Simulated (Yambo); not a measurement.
K$_{2}$PtBr$_{4}$ (space group P4/mmm, No. 123); a = 7.4055 Å, b = 7.4055 Å, c = 4.3652 Å, α = 90.00°, β = 90.00°, γ = 90.00°. With the G0W0 scissor the direct gap on the mesh is 3.62 eV. Axes are Cartesian, with cell vectors (Å) (7.41, 0.00, 0.00), (0.00, 7.41, 0.00), (0.00, 0.00, 4.37).

Does this run resolve the lowest exciton, and if so, what are its energy and binding? (Yambo, PBEsol bands; 4×4×4 mesh, 16 valence and 8 conduction bands, static screening with 121 bands and a 3 Ry block, scissor 2.20 eV, Tamm-Dancoff.)

The mesh holds a bound state, but the numbers are provisional. These are vertical excitations (zero momentum). The lowest state lies at 1.90 eV (dark for light along x), the direct quasiparticle gap on this mesh at 3.62 eV. Its binding energy, counted from that gap, is 1.71 eV; it spreads over about 55 k points of the mesh. Convergence with the mesh was not shown. All of the lowest states computed are dark for this polarisation. The scissor comes from a G0W0 run whose convergence isn't established. Spin-orbit coupling is left out, which matters for elements this heavy: edges can move by tenths of an eV.

Geometry of the Materials Project entry, not relaxed at this level.

The structure is a Materials Project entry; no match was found in the copy of COD used, and its stability was not checked.
